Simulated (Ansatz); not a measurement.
Theory: Ansatz 0.2.0, DFT PBE, scalar-relativistic, plane waves, PAW. Settings: cutoff 420 eV, Γ-centred meshes spaced at most about 0.3 Å⁻¹ (2π included), Gaussian smearing. No spin polarisation in the final relaxations.

These are static total energies at zero pressure.

Compare these two cells of Al₃BAs₄, each relaxed at this level.

1.

```cif
data_structure
_symmetry_space_group_name_H-M 'P-43m'
_symmetry_Int_Tables_number 215
_cell_length_a 5.5094
_cell_length_b 5.5094
_cell_length_c 5.5094
_cell_angle_alpha 90.000
_cell_angle_beta 90.000
_cell_angle_gamma 90.000
_cell_volume 167.23
loop_
_atom_site_label
_atom_site_type_symbol
_atom_site_symmetry_multiplicity
_atom_site_Wyckoff_symbol
_atom_site_fract_x
_atom_site_fract_y
_atom_site_fract_z
_atom_site_occupancy
Al1 Al 3 c 0.50000 0.00000 0.50000 1
B1 B 1 a 0.00000 0.00000 0.00000 1
As1 As 4 e 0.22774 0.77226 0.77226 1
```

2.

```cif
data_structure
_symmetry_space_group_name_H-M 'Amm2'
_symmetry_Int_Tables_number 38
_cell_length_a 3.8814
_cell_length_b 7.8063
_cell_length_c 11.1083
_cell_angle_alpha 90.000
_cell_angle_beta 90.000
_cell_angle_gamma 90.000
_cell_volume 336.58
loop_
_atom_site_label
_atom_site_type_symbol
_atom_site_symmetry_multiplicity
_atom_site_Wyckoff_symbol
_atom_site_fract_x
_atom_site_fract_y
_atom_site_fract_z
_atom_site_occupancy
Al1 Al 4 e 0.50000 0.74880 0.74949 1
Al2 Al 2 a 0.00000 0.50000 0.00205 1
B1 B 2 a 0.00000 0.50000 0.50246 1
As1 As 4 d 0.00000 0.77323 0.11406 1
As2 As 2 b 0.50000 0.50000 0.87596 1
As3 As 2 b 0.50000 0.50000 0.39243 1
```

Question: Which form is favoured at zero pressure, and by what margin per atom?

Answer: Cell 1 is lower, by 23 meV/atom. Cell 1 has Al and B ordered on zinc blende sites, space group P-43m (No. 215), 20.9 Å³/atom and a gap of 0.54 eV on its mesh; cell 2 has Al and B ordered on zinc blende sites, space group Amm2 (No. 38), 21.0 Å³/atom and a gap of 0.40 eV. In cell 1, around Al lie 4 As at 2.46 Å; B has 4 As at 2.17 Å; around As lie 1 B at 2.17 Å and 3 Al at 2.46 Å. In cell 2, around Al on a site of symmetry m lie 4 As at 2.40–2.52 Å; B is surrounded by 2 As at 2.16 Å and 2 As at 2.29 Å; As on a site of symmetry m is surrounded by 1 B at 2.16 Å and 3 Al at 2.46–2.47 Å; 3 more sites not described. Both come from invented guesses.

Kohn–Sham gaps at this level usually fall short of measured ones. Cells relaxed within their symmetry can be saddle points.
